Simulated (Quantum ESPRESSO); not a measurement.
# Au3Zr3HfMo: different elements on one site, starting from this cell

Computed values, not a measurement. The program is pw.x of Quantum ESPRESSO 7.5 (plane-wave density functional theory). The cell is made up: eight metal atoms on a hexagonal close-packed lattice, with elements, volume, strain and displacements drawn at random and not relaxed, so it may be unstable or far from any real phase. PseudoDojo standard norm-conserving files set the functional (PBE unless stated); there is no spin polarisation or spin-orbit coupling, the Fermi-Dirac width of 0.25 eV means electrons at about 2900 K, and the masses in the input are unused placeholders. Heavy elements are run without spin-orbit coupling, which real alloys of them have. A spin test at this wide smearing found no moment, but such smearing suppresses magnetism that the real alloy may have.

The runs put different elements on site 8. Cell, positions, cutoff, mesh and smearing stay as in the input of run 1; sites are counted in its order. Stress in the tables is positive in tension.

Input of run 1:

```
&control calculation='scf', pseudo_dir='./dojo.nc.sr.pbe.v0_5.standard.upf', outdir='./o', disk_io='minimal', tprnfor=.true., tstress=.true. /
&system ibrav=0, nat=8, ntyp=4, nbnd=74, ecutwfc=82.02448710, nosym=.true., tot_charge=0,
 occupations='smearing', smearing='fd', degauss=0.0183746611
/
&electrons conv_thr=1.470e-08, electron_maxstep=70, mixing_beta=0.5 /
ATOMIC_SPECIES
Au 1.0 Au.upf
Hf 1.0 Hf.upf
Mo 1.0 Mo.upf
Zr 1.0 Zr.upf
CELL_PARAMETERS angstrom
0.0 5.4485 0.0
3.1457 0.0 5.1949
3.1457 0.0 -5.1949
ATOMIC_POSITIONS angstrom
Au -0.0622 -0.082 0.0592
Zr 3.1951 0.076 -0.0736
Au 3.2055 1.7757 -2.6177
Hf 3.1174 1.762 2.617
Zr 1.5721 2.7763 0.0208
Au 4.6579 2.6342 -0.0215
Zr 1.5841 4.6286 -2.605
Mo 1.5763 4.6384 2.4926
K_POINTS automatic
4 4 4 1 1 1
```

| run | elements on sites 1 to 8 | -TS (eV) | pressure (GPa) | stress xx (GPa) | stress yy (GPa) | stress zz (GPa) | stress yz (GPa) | stress xz (GPa) | stress xy (GPa) | iterations |
| --- | --- | --- | --- | --- | --- | --- | --- | --- | --- | --- |
| 1 | Au Zr Au Hf Zr Au Zr Mo | -1.886 | -11.48 | 12.72 | 10.31 | 11.40 | -0.70 | -2.63 | 1.04 | 18 |
| 2 | Au Zr Au Hf Zr Au Zr Al | -1.607 | -9.40 | 10.81 | 8.03 | 9.37 | -0.58 | -1.18 | -0.02 | 14 |
| 3 | Au Zr Au Hf Zr Au Zr Sc | -1.856 | -6.32 | 6.42 | 5.31 | 7.21 | -1.69 | -0.64 | 0.16 | 15 |
| 4 | Au Zr Au Hf Zr Au Zr Zr | -1.832 | -6.48 | 6.90 | 5.36 | 7.17 | -1.61 | -1.23 | 0.48 | 15 |
| 5 | Au Zr Au Hf Zr Au Zr Pd | -1.675 | -11.12 | 11.69 | 10.17 | 11.49 | 0.04 | -2.23 | 0.58 | 17 |

Forces Fx Fy Fz (eV/Å):

```
site             run 1              run 2              run 3              run 4             run 5
   1   0.47 0.03 -0.48    0.52 0.11 -0.50    0.39 0.09 -0.54    0.35 0.10 -0.58   0.49 0.23 -0.46
   2   0.59 -0.40 0.01    0.49 -0.23 0.32     0.57 0.06 0.25    0.62 -0.05 0.11   0.54 -0.21 0.19
   3   -0.34 0.22 0.16    -0.24 0.09 0.27    -0.23 0.18 0.13    -0.34 0.31 0.11   -0.38 0.08 0.24
   4   -0.76 0.31 0.13    -0.29 0.50 0.01     0.10 0.61 0.04     0.03 0.59 0.09   -0.75 0.32 0.04
   5   -0.59 0.28 0.40  -0.58 -0.11 -0.17  -0.60 -0.36 -0.36  -0.59 -0.24 -0.17   -0.64 0.09 0.02
   6   -0.06 0.48 0.11    -0.02 0.43 0.33     0.01 0.40 0.22     0.00 0.41 0.19   -0.08 0.47 0.25
   7  0.12 -0.76 -0.33   0.12 -0.66 -0.21  -0.09 -0.57 -0.33  -0.05 -0.64 -0.35  0.41 -0.71 -0.17
   8   0.57 -0.15 0.00   0.00 -0.13 -0.05   -0.15 -0.42 0.58   -0.02 -0.49 0.61  0.42 -0.28 -0.11
```

Energies are left out, as each element's file has its own zero. A rerun of one cell of this series at a higher cutoff and on a denser mesh moved values by no more than 0.002 eV in energy, 0.02 GPa in stress and 0.008 eV/Å in force, and a second program with other atomic files agreed on that cell to 2 % rms in force and 0.5 GPa in pressure.